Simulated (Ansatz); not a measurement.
Phonons of KI (rock salt) at Γ, L = (0.5, 0.0, 0.0), X = (0.5, 0.5, 0.0).

KI (rock salt)

```yaml
crystal:
  lattice:
    - [0.00000, 3.59063, 3.59063]
    - [3.59063, 0.00000, 3.59063]
    - [3.59063, 3.59063, 0.00000]
  atoms:
    - { symbol: I, position: [0.00000, 0.00000, 0.00000] }
    - { symbol: K, position: [0.50000, 0.50000, 0.50000] }
```

All values below come from PBE (plane waves to 420 eV, PAW, scalar-relativistic; Ansatz, a first-principles code). DFPT wavenumbers on a 6×6×6 k mesh, in cm⁻¹; i marks imaginary ones, q is in fractions of the reciprocal vectors of the cell shown, and the three acoustic modes at Γ are left out. The non-analytic (LO-TO) term is not included, so polar modes at Γ have their transverse values. KI was relaxed with its symmetry unable to fall. Spin-orbit coupling is left out, though I is heavy. The relaxed volume of KI is well above the measured one; the method has no dispersion term.

```tsv
q	wavenumbers (cm⁻¹)
Γ	88 (×3)
L = (0.5, 0.0, 0.0)	46 (×2), 63, 80 (×2), 120
X = (0.5, 0.5, 0.0)	30 (×2), 50, 91 (×2), 96
```

The structure shows no imaginary mode at these points (lowest 30 cm⁻¹ at X = (0.5, 0.5, 0.0)); other wave vectors were not tested.

Highest mode: 120 cm⁻¹ at L = (0.5, 0.0, 0.0).
